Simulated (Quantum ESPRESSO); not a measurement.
Ga3TiPd3Mo, one composition in several site orders

Computed values, not a measurement. The program is pw.x of Quantum ESPRESSO 7.5 (plane-wave density functional theory). The cell is made up: eight metal atoms on a face-centred cubic lattice, with elements, volume, strain and displacements drawn at random and not relaxed, so it may be unstable or far from any real phase. PseudoDojo standard norm-conserving files set the functional (PBE unless stated); there is no spin polarisation or spin-orbit coupling, the Fermi-Dirac width of 0.25 eV means electrons at about 2900 K, and the masses in the input are unused placeholders. A spin test at this wide smearing found no moment, but such smearing suppresses magnetism that the real alloy may have.

The runs put one composition on the sites in different orders. Cell, positions, cutoff, mesh and smearing stay as in the input of run 1; sites are counted in its order. Stress in the tables is positive in tension.

Input of run 1:

```
&control calculation='scf', pseudo_dir='./dojo.nc.sr.pbe.v0_5.standard.upf', outdir='./o', disk_io='minimal', tprnfor=.true., tstress=.true. /
&system ibrav=0, nat=8, ntyp=4, nbnd=74, ecutwfc=84.00895049, nosym=.true., tot_charge=0,
 occupations='smearing', smearing='fd', degauss=0.0183746611
/
&electrons conv_thr=1.470e-08, electron_maxstep=70, mixing_beta=0.5 /
ATOMIC_SPECIES
Ga 1.0 Ga.upf
Mo 1.0 Mo.upf
Pd 1.0 Pd.upf
Ti 1.0 Ti.upf
CELL_PARAMETERS angstrom
0.0 4.1409 4.1409
4.1409 0.0 4.1409
4.1409 4.1409 0.0
ATOMIC_POSITIONS angstrom
Ga -0.0885 0.1 -0.1581
Ga 2.1318 2.2134 0.0345
Ga 2.1842 0.0384 2.2804
Ti 4.0659 1.9731 2.1134
Pd -0.0075 1.9961 2.1227
Pd 2.0398 4.146 2.0532
Pd 2.3509 2.024 4.1746
Mo 3.9665 4.1249 4.1354
K_POINTS automatic
5 5 5 1 1 1
```

```
run  elements on sites 1 to 8  free energy less that of run 1 (eV)  -TS (eV)  pressure (GPa)  stress xx (GPa)  stress yy (GPa)  stress zz (GPa)  stress yz (GPa)  stress xz (GPa)  stress xy (GPa)  iterations
  1   Ga Ga Ga Ti Pd Pd Pd Mo                                0.000    -1.412          -10.27            10.52             9.97            10.32             3.90            -3.35            -2.96          19
  2   Pd Mo Ga Ti Ga Pd Ga Pd                               -0.105    -1.454           -9.53             9.42             8.65            10.51            -2.49            -1.64             0.61          17
  3   Pd Ti Ga Ga Pd Mo Pd Ga                               -0.005    -1.473           -9.20             9.54             8.54             9.52             0.49             0.62            -0.71          19
  4   Ga Ga Ti Pd Pd Mo Ga Pd                               -0.328    -1.535          -11.07             9.85            10.53            12.82             0.38            -3.05            -0.19          18
  5   Ga Mo Ti Ga Ga Pd Pd Pd                               -0.261    -1.414          -10.42            10.57             9.38            11.33            -1.32            -2.02             0.16          19
  6   Pd Ga Ga Pd Pd Ga Ti Mo                               -0.542    -1.293          -10.37            15.81             7.84             7.45             0.69            -0.46             0.17          17
```

Forces Fx Fy Fz (eV/Å):

| site | run 1 | run 2 | run 3 | run 4 | run 5 | run 6 |
| --- | --- | --- | --- | --- | --- | --- |
| 1 | 1.24 -0.64 1.23 | 0.76 -0.38 0.77 | 1.27 -1.16 0.61 | 1.69 -0.70 1.17 | 1.46 -0.49 1.37 | 0.83 -0.98 1.17 |
| 2 | -0.43 -0.45 0.12 | -0.41 -0.79 0.17 | -0.33 -0.47 0.28 | -0.17 -0.72 0.28 | -0.21 -0.29 -0.15 | -0.26 -0.51 0.09 |
| 3 | -1.36 -0.26 -1.08 | -0.97 -0.41 -0.95 | -0.84 -0.02 -0.69 | -1.25 -0.09 -1.44 | -1.50 -0.65 -1.17 | -0.70 -0.33 -1.27 |
| 4 | 0.75 0.88 -0.98 | 1.00 0.88 -0.87 | 0.50 0.60 -0.29 | 0.31 0.43 -0.29 | 0.77 0.91 -0.46 | 0.34 0.83 -0.85 |
| 5 | 0.41 0.01 0.29 | 0.37 -0.06 0.26 | 0.52 -0.05 0.33 | 0.17 0.08 -0.06 | 0.04 -0.03 0.00 | 0.13 -0.09 -0.06 |
| 6 | -0.08 -0.11 0.23 | -0.05 0.19 -0.14 | -0.04 -0.10 -0.25 | 0.07 0.13 -0.16 | -0.38 -0.04 0.14 | -0.08 -0.05 0.41 |
| 7 | -1.27 0.17 -0.03 | -1.06 0.46 0.54 | -1.50 1.13 0.01 | -0.97 0.90 0.38 | -1.07 -0.08 0.19 | -0.59 1.09 0.32 |
| 8 | 0.73 0.39 0.23 | 0.35 0.11 0.22 | 0.41 0.07 0.02 | 0.14 -0.04 0.11 | 0.88 0.67 0.08 | 0.34 0.03 0.20 |

The sites are displaced and not relaxed, so the energy differences hold strain from misfit and are not ordering energies. A rerun of one cell of this series at a higher cutoff and on a denser mesh moved values by no more than 0.004 eV in energy, 0.03 GPa in stress and 0.003 eV/Å in force, and a second program with other atomic files agreed on that cell to 2 % rms in force and 0.5 GPa in pressure.